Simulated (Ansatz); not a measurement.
BaF₂ (fluorite)

```cif
data_Ba4F8
_chemical_formula_sum 'Ba4 F8'
_space_group_name_H-M_alt 'Fm-3m'
_space_group_IT_number 225
_space_group_name_Hall '-F 4 2 3'
_cell_length_a 6.19474
_cell_length_b 6.19474
_cell_length_c 6.19474
_cell_angle_alpha 90.000
_cell_angle_beta 90.000
_cell_angle_gamma 90.000
loop_
_atom_site_label
_atom_site_type_symbol
_atom_site_symmetry_multiplicity
_atom_site_Wyckoff_symbol
_atom_site_fract_x
_atom_site_fract_y
_atom_site_fract_z
_atom_site_occupancy
Ba1 Ba 4 a 0.00000 0.00000 0.00000 1
F1 F 8 c 0.25000 0.25000 0.25000 1
```
(The calculation used a cell of 3 atoms; values per cell refer to that cell.)

Two coordinates are scanned: the volume, and the ratio of the stretch along z (the conventional c axis) to the stretch across it. Atoms keep their fractional coordinates.

Computed with r2SCAN (plane waves to 500 eV, PAW, scalar-relativistic; Ansatz, a program for electronic structure). k mesh 9×9×9 (Γ-centred), Fermi-Dirac smearing 0.05 eV. Energies are smeared free energies. BaF2 was relaxed with its symmetry unable to fall.

Changes of ΔE (kJ/mol of atoms) from the point V/V₀ = 1.000, (c/a)/(c/a)₀ = 1.000 when one coordinate moves alone (two changes are said to add if the coupling is within 5 % of the smaller one, nearly so within 20 %):

```
point                               change
----------------------------------  ------
V/V₀ = 1.000, (c/a)/(c/a)₀ = 0.920   1.352
V/V₀ = 1.000, (c/a)/(c/a)₀ = 0.947   0.585
V/V₀ = 1.000, (c/a)/(c/a)₀ = 0.973   0.143
V/V₀ = 0.960, (c/a)/(c/a)₀ = 1.000   0.631
V/V₀ = 0.973, (c/a)/(c/a)₀ = 1.000   0.273
V/V₀ = 0.987, (c/a)/(c/a)₀ = 1.000   0.067
V/V₀ = 1.013, (c/a)/(c/a)₀ = 1.000   0.063
V/V₀ = 1.027, (c/a)/(c/a)₀ = 1.000   0.246
V/V₀ = 1.040, (c/a)/(c/a)₀ = 1.000   0.541
V/V₀ = 1.000, (c/a)/(c/a)₀ = 1.027   0.138
V/V₀ = 1.000, (c/a)/(c/a)₀ = 1.053   0.542
V/V₀ = 1.000, (c/a)/(c/a)₀ = 1.080   1.205
```

Do the two effects add at V/V₀ = 1.027, (c/a)/(c/a)₀ = 0.973? Give the computed change.

The sum of the single changes is 0.246 + (0.143) = 0.389; the calculation gives 0.395, so they add (within 5 % of the smaller single change).

What is the change at V/V₀ = 1.040, (c/a)/(c/a)₀ = 1.053, where both move, and how far is it from the sum?

The sum of the single changes is 0.541 + (0.542) = 1.083; the calculation gives 1.115, so the coupling contributes 0.032 (under 20 % of the smaller single change, nearly additive).

(A scan under strain: stresses follow from slopes of the energy per volume, elastic moduli from its curvatures.)
